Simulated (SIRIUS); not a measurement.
SIRIUS run on SrTiO₃ (Pm-3m, 5 atoms in the cell; from Materials Project mp-5229): self-consistent single point.

All values come from this method and carry its errors: PBE, GBRV PBE ultrasoft pseudopotentials (plane waves; SIRIUS 7.12.0).

```yaml
crystal:
  lattice:
    - [3.91270, 0.00000, 0.00000]
    - [0.00000, 3.91270, 0.00000]
    - [0.00000, 0.00000, 3.91270]
  atoms:
    - { symbol: Sr, position: [0.00000, 0.00000, 0.00000] }
    - { symbol: Ti, position: [0.50000, 0.50000, 0.50000] }
    - { symbol: O, position: [0.50000, 0.00000, 0.50000] }
    - { symbol: O, position: [0.00000, 0.50000, 0.50000] }
    - { symbol: O, position: [0.50000, 0.50000, 0.00000] }
```

Reference input (self-consistent single point, DFT, PBE, plane waves, GBRV PBE ultrasoft pseudopotentials): parameters.ngridk = 9 9 9; parameters.xc_functionals = [XC_GGA_X_PBE, XC_GGA_C_PBE]; parameters.gk_cutoff = 6.325 1/bohr; parameters.pw_cutoff = 14.143 1/bohr; parameters.shiftk = 1 1 1; parameters.smearing = gaussian; parameters.smearing_width = 0.000367493 Ha; potentials = GBRV PBE ultrasoft pseudopotentials; parameters.electronic_structure_method = pseudopotential; parameters.num_bands = 24; parameters.num_mag_dims = 0; parameters.num_dft_iter = 100. This run's input differs from it in these lines:

```diff
@@ -14,4 +14,4 @@
     "xc_functionals": ["XC_GGA_X_PBE", "XC_GGA_C_PBE"],
-    "gk_cutoff": 6.325,
-    "pw_cutoff": 14.143,
+    "gk_cutoff": 7.746,
+    "pw_cutoff": 17.321,
     "ngridk": [9, 9, 9],
```

Output, abridged:

```
[find] density tolerance         : 1e-06
[find] total energy tolerance    : 1e-07
[find] iter_solver_tol (initial) : 0.01
[find] iter_solver_tol (target)  : 1e-13
[find] num_dft_iter              : 100
Charges and magnetic moments
--------------------------------------------------------------------------------
total charge          : 40.000000
[find] | SCF iteration   0 out of 100|
[diagonalize] iterative solver tolerance (occupied, empty): 0.01 0.01
[diagonalize] average number of iterations: 1.4
[find] Charges and magnetic moments
[find] total charge          : 40.000000
[find] Energy
   [... lines left out ...]

[find] Charges and magnetic moments
[find] total charge          : 40.000000
[find] Energy
[find] smearing (-TS)                 :       0.00000000
[find] Total energy                   :    -143.50784161 (Ha),    -287.01568322 (Ry)
[find] Free energy (E-TS)             :    -143.50784161 (Ha),    -287.01568322 (Ry)
[find] band gap (eV)                  :       2.00266438
[find] Efermi                         :       0.41843369
[find] iteration : 31, RMS (target) : 5.4686e-07 (1.0000e-06) , energy difference (target) : 4.3769e-12 (1.0000e-07)
[find] bands are converged : true
[find] iterative solver converged : false
[find] converged after 32 SCF iterations!
[find] Charges and magnetic moments
[find] total charge          : 40.000000
[find] Energy
[find] smearing (-TS)                 :       0.00000000
[find] Total energy                   :    -143.50784161 (Ha),    -287.01568322 (Ry)
[find] Free energy (E-TS)             :    -143.50784161 (Ha),    -287.01568322 (Ry)
[find] band gap (eV)                  :       2.00266438
[find] Efermi                         :       0.41843369
[ground_state] === stress tensor components [kbar] ===
[ground_state] === stress_total ===
[ground_state]   -33.920472    0.000000    0.000000
[ground_state]     0.000000  -33.920472    0.000000
[ground_state]     0.000000    0.000000  -33.920472
[ground_state] ==== total Forces in Ha/bohr =====
[ground_state] atom:    0, force:       0.0000000      0.0000000      0.0000000
   [... zero for the other atoms too ...]
```

The run converged in 32 iterations. SIRIUS prints the stress tensor with tension positive. Against the reference run the free energy drops by 6.2 meV/atom and the pressure moves little (3.48 to 3.39 GPa).

This run is one point of a test of settings, so its values need not be converged; read them against the reference run alone. The structure comes from a collection of computed structures, made at another level of theory; the collection holds predicted forms beside known ones.

Cost on one core: about 60 core-seconds (a rough figure).

The gap that the log prints is read on the run's mesh, which can miss the band edges or a crossing.
